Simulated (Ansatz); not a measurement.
NbAs in space group I4_1md (No. 109; Nb on 4a, As on 4a) under volume change, PBE in the plane-wave PAW code Ansatz, shape and atoms relaxed at each volume.

```json
[
 {"V (Å³/atom)": "16.126", "E − E(relaxed) (meV/atom)": "84.6", "P (GPa)": "18.50"},
 {"V (Å³/atom)": "16.657", "E − E(relaxed) (meV/atom)": "35.5", "P (GPa)": "11.32"},
 {"V (Å³/atom)": "17.189", "E − E(relaxed) (meV/atom)": "8.4", "P (GPa)": "5.20"},
 {"V (Å³/atom)": "17.720", "E − E(relaxed) (meV/atom)": "0.0", "P (GPa)": "0.00"},
 {"V (Å³/atom)": "18.252", "E − E(relaxed) (meV/atom)": "(withheld)", "P (GPa)": "(withheld)"},
 {"V (Å³/atom)": "18.784", "E − E(relaxed) (meV/atom)": "28.7", "P (GPa)": "-8.21"},
 {"V (Å³/atom)": "19.315", "E − E(relaxed) (meV/atom)": "(withheld)", "P (GPa)": "(withheld)"}
]
```

Some entries are withheld; supply them.


- 18.252, E − E(relaxed) (meV/atom): 7.6
- 18.252, P (GPa): -4.43
- 19.315, E − E(relaxed) (meV/atom): 61.4
- 19.315, P (GPa): -11.41

What does a third-order Birch–Murnaghan fit give for V₀, B₀ and B′?

V₀ = 17.72 Å³/atom, B₀ = 160 GPa, B′ = 4.4.

The cell was relaxed with PBE under the symmetry of its start. No spin polarisation was allowed.

Potentials: the later of the program's two PAW sets.
